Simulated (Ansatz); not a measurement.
# Piezoelectric tensor of Mg₃ZnTe₄

Method: Ansatz 0.2.0, DFT PBE, scalar-relativistic, plane waves, PAW. Cutoff 420 eV, 4×4×4 k-points (Γ-centred), fixed occupations. No spin polarisation.

Relaxed structure:
```
Mg Zn Te
1.0
     6.42877    0.00000    0.00000
     0.00000    6.42877    0.00000
     0.00000    0.00000    6.42877
Mg Zn Te
3 1 4
Direct
  0.50000 0.00000 0.00000
  0.00000 0.00000 0.50000
  0.00000 0.50000 0.00000
  0.50000 0.50000 0.50000
  0.25730 0.74270 0.25730
  0.25730 0.25730 0.74270
  0.74270 0.74270 0.74270
  0.74270 0.25730 0.25730
```

It was reached by relaxing an invented guess, and it needn't be the stable form of this composition. Spin–orbit coupling is left out, which matters for heavy elements.

Task: Give the relaxed-ion proper piezoelectric stress tensor e_iJ (C/m², Voigt columns xx yy zz yz xz xy).

Result:
```
x   0.000 0.000 0.000 0.030 0.000 0.000
y   0.000 0.000 0.000 0.000 0.030 0.000
z   0.000 0.000 0.000 0.000 0.000 0.030
```
Signs follow the orientation of the cell as given.

Task: With the elastic constants (GPa, Voigt order)
C11 = 47.9, C12 = 29.9, C13 = 29.9, C22 = 47.9, C23 = 29.9, C33 = 47.9, C44 = 19.2, C55 = 19.2, C66 = 19.2 GPa; the others vanish.
find the strain coefficients d = e·C⁻¹ (pC/N).

Result:
```
x   0.00 0.00 0.00 1.56 0.00 0.00
y   0.00 0.00 0.00 0.00 1.56 0.00
z   0.00 0.00 0.00 0.00 0.00 1.56
```
